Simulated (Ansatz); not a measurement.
Si: an elastic constant from a strain scan

The calculation used DFT r2SCAN, scalar-relativistic, plane waves, PAW in Ansatz. Settings: plane waves to 500 eV, k-mesh 12×12×6 (Γ-centred), Gaussian smearing 0.05 eV. No spin polarisation. Energies are free energies at this smearing, counted from the undisturbed cell; pressure is positive in compression.

Zero of the scan (as given, not relaxed at this level; it stands at 0.2 GPa; this form isn't the usual structure):

```yaml
crystal:
  lattice:
    - [3.83132, 0.00000, 0.00000]
    - [-1.91566, 3.31802, 0.00000]
    - [0.00000, 0.00000, 6.33262]
  atoms:
    - { symbol: Si, position: [0.33333, 0.66667, 0.06301] }
    - { symbol: Si, position: [0.66667, 0.33333, 0.56301] }
    - { symbol: Si, position: [0.33333, 0.66667, 0.43699] }
    - { symbol: Si, position: [0.66667, 0.33333, 0.93699] }
```

The cell is strained by ε times the Voigt pattern (1, -1, 0, 0, 0, 0) (xx, yy, zz, yz, xz, xy; engineering shear) with fractional coordinates fixed. The cell holds 4 atoms in V0 = 80.50 Å³. The stress column is τ = (1/V0) dE/dε, got from the stress tensor σ (compression positive) at each point as −det(1 + εP) σ : P(1 + εP)⁻¹, with P the pattern as a tensor.

```csv
ε,ΔE (meV/atom),τ (GPa)
-0.0300,20.827,-11.024
-0.0200,9.275,-7.368
-0.0100,2.324,-3.696
0.0000,0.000,0.000
0.0100,2.338,3.729
0.0200,9.385,7.499
0.0300,21.196,11.313
0.0350,28.901,13.223
0.0400,?,?
```

Q: Which combination of elastic constants does this scan measure, and how large is it?

A: For small ε, τ = τ0 + Kε with K = pᵀCp, which for this pattern is C11 + C22 − 2 C12 in the Cartesian frame shown. The parabola through τ at ε = -0.0100, 0 and 0.0100 has slope K = 371 GPa at zero. The energies per cell, E = NΔE, of the same two points give K = 2[E(ε₊)/ε₊ − E(ε₋)/ε₋]/[(ε₊ − ε₋)V0] = 371 GPa, in agreement. These are clamped-ion values.

Q: Predict the withheld row at ε = 0.0400 from the harmonic law, and compare.

A: ΔE = V0(τ0 ε + Kε²/2)/N = 37.306 meV/atom and τ = 14.85 GPa. The calculation gives 37.808 meV/atom and 15.14 GPa, a miss of 1.3 % of the harmonic energy, so the harmonic law still holds here.

Forces appear on the atoms along this scan, and letting them relax would lower the energy and soften the response. The gap closes along the scan, which can put kinks into the curve.